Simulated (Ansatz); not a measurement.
VClO:
```yaml
crystal:
  lattice:
    - [3.32388, 0.00000, 0.00000]
    - [0.00000, 3.74193, 0.00000]
    - [0.00000, 0.00000, 7.98025]
  atoms:
    - { symbol: V, position: [0.50000, 0.00000, 0.11534] }
    - { symbol: V, position: [0.00000, 0.50000, 0.88466] }
    - { symbol: Cl, position: [0.50000, 0.50000, 0.67280] }
    - { symbol: Cl, position: [0.00000, 0.00000, 0.32720] }
    - { symbol: O, position: [0.00000, 0.00000, 0.95705] }
    - { symbol: O, position: [0.50000, 0.50000, 0.04295] }
```
The run is spin-polarised; directions of the spins, atom by atom: ↑ ↑ 0 0 0 0.

Relaxed with r²SCAN+D4.

### Question
Which orbitals make up the states near the band edges in r²SCAN+D4 in the plane-wave PAW code Ansatz?

### Answer
Top 1 eV of the valence band: V 3d 83 %, O 2p 9 %, Cl 3p 7 %. Bottom 1 eV of the conduction band: V 3d 87 %, O 2p 6 %. Projections are on Löwdin-orthogonalised atomic valence shells; empty p or d shells of many metals are not among them.

### Question
Tabulate the density of states.

### Answer
States/eV per cell of 6 atoms, in 0.25 eV bins, energy from the valence-band maximum.

| E (eV) | total | V 3d | Cl 3p | O 2p |
|---|---|---|---|---|
| -7.81 | 0.00 | 0.00 | 0.00 | 0.00 |
| -7.56 | 0.61 | 0.11 | 0.02 | 0.43 |
| -7.31 | 1.66 | 0.29 | 0.06 | 1.19 |
| -7.06 | 2.96 | 0.48 | 0.11 | 2.18 |
| -6.81 | 3.32 | 0.55 | 0.15 | 2.43 |
| -6.56 | 2.95 | 0.54 | 0.18 | 2.08 |
| -6.31 | 3.37 | 0.57 | 0.32 | 2.33 |
| -6.06 | 4.76 | 0.93 | 0.68 | 2.97 |
| -5.81 | 6.60 | 1.23 | 1.52 | 3.64 |
| -5.56 | 6.64 | 1.12 | 2.38 | 2.92 |
| -5.31 | 6.01 | 0.94 | 2.61 | 2.26 |
| -5.06 | 4.08 | 0.67 | 1.69 | 1.60 |
| -4.81 | 4.08 | 0.65 | 1.86 | 1.43 |
| -4.56 | 5.10 | 0.67 | 2.74 | 1.55 |
| -4.31 | 5.74 | 0.65 | 3.48 | 1.43 |
| -4.06 | 6.67 | 0.67 | 4.15 | 1.65 |
| -3.81 | 6.94 | 0.55 | 3.71 | 2.51 |
| -3.56 | 9.45 | 0.62 | 5.83 | 2.84 |
| -3.31 | 8.46 | 0.53 | 5.96 | 1.85 |
| -3.06 | 5.85 | 0.32 | 4.36 | 1.11 |
| -2.81 | 0.73 | 0.02 | 0.60 | 0.10 |
| -2.56 | 0.00 | 0.00 | 0.00 | 0.00 |
| -2.31 | 0.00 | 0.00 | 0.00 | 0.00 |
| -2.06 | 0.00 | 0.00 | 0.00 | 0.00 |
| -1.81 | 0.00 | 0.00 | 0.00 | 0.00 |
| -1.56 | 0.06 | 0.05 | 0.00 | 0.00 |
| -1.31 | 1.06 | 0.97 | 0.03 | 0.05 |
| -1.06 | 1.41 | 1.21 | 0.08 | 0.10 |
| -0.81 | 2.96 | 2.48 | 0.21 | 0.23 |
| -0.56 | 5.75 | 4.82 | 0.40 | 0.44 |
| -0.31 | 3.72 | 3.02 | 0.24 | 0.41 |
| -0.06 | 1.05 | 0.81 | 0.07 | 0.14 |
| 0.19 | 0.75 | 0.69 | 0.01 | 0.03 |
| 0.44 | 1.54 | 1.38 | 0.06 | 0.06 |
| 0.69 | 2.07 | 1.79 | 0.12 | 0.09 |
| 0.94 | 1.69 | 1.41 | 0.08 | 0.13 |
| 1.19 | 1.23 | 0.99 | 0.06 | 0.13 |
| 1.44 | 1.57 | 1.38 | 0.04 | 0.09 |
| 1.69 | 2.38 | 2.14 | 0.08 | 0.08 |
| 1.94 | 2.02 | 1.82 | 0.08 | 0.05 |
| 2.19 | 4.05 | 3.45 | 0.14 | 0.20 |
| 2.44 | 7.29 | 5.88 | 0.47 | 0.49 |
| 2.69 | 6.97 | 5.69 | 0.52 | 0.47 |
| 2.94 | 7.79 | 6.49 | 0.44 | 0.58 |
| 3.19 | 5.76 | 4.65 | 0.25 | 0.61 |
| 3.44 | 7.04 | 5.30 | 0.41 | 0.94 |
| 3.69 | 3.49 | 2.68 | 0.19 | 0.41 |
| 3.94 | 1.88 | 1.40 | 0.09 | 0.28 |
| 4.19 | 3.76 | 2.72 | 0.17 | 0.69 |
| 4.44 | 2.73 | 1.91 | 0.10 | 0.60 |
| 4.69 | 0.00 | 0.00 | 0.00 | 0.00 |
| 4.94 | 0.02 | 0.00 | 0.00 | 0.00 |

Space group Pmmn. The first step of the workflow began from a Materials Project structure, measured or hypothetical; the Crystallography Open Database files this formula in space group No. 59, but the cells were not matched. Whether it is the stable phase at ambient conditions was not checked. Symmetry was held in the r²SCAN+D4 relaxation; whether a distortion lowers the energy is not shown. Magnetic state: ferromagnetic, the only order run, not a proven ground state. Other orbital occupations within this spin state were not tried. No Hubbard U is applied.

Potentials: the later of the program's two PAW sets.
